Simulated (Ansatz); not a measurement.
Cu Kα1 powder pattern (kinematic, no thermal factors).
```tsv
2θ (°)	relative intensity	assignment
17.76	9	1 0 0
25.21	8	1 1 0
31.01	100	1 1 1
35.96	76	2 0 0
40.38	5	2 1 0
44.42	4	2 1 1
51.76	53	2 2 0
55.16	3	3 0 0
58.42	2	3 1 0
61.58	46	3 1 1
64.64	18	2 2 2
67.62	1	3 2 0
70.54	2	3 2 1
76.24	8	4 0 0
79.04	2	4 1 0
81.81	1	4 1 1
84.56	20	3 3 1
87.29	25	4 2 0
```

The pattern is computed from a structure relaxed with Ansatz 0.2.0, DFT PBE, scalar-relativistic, plane waves, PAW. No spin polarisation. Its elements are Hg, O, Sr.

Task: Give the structure.

Result: SrHg$_{3}$O$_{4}$.
Space group Pm-3m (No. 221). a = 4.991 Å, b = 4.991 Å, c = 4.991 Å, α = 90.00°, β = 90.00°, γ = 90.00°
```json
{"atom": "Sr", "site": "1a", "symmetry": "m-3m", "x": "0.0000", "y": "0.0000", "z": "0.0000"}
{"atom": "Hg", "site": "3c", "symmetry": "4/mm.m", "x": "0.0000", "y": "0.5000", "z": "0.5000"}
{"atom": "O", "site": "3d", "symmetry": "4/mm.m", "x": "0.5000", "y": "0.0000", "z": "0.0000"}
{"atom": "O", "site": "1b", "symmetry": "m-3m", "x": "0.5000", "y": "0.5000", "z": "0.5000"}
```

A pattern alone doesn't exclude other cells with like lines; this is the one computed.

The cell was found from a structure generator's guess, not taken from experiment.
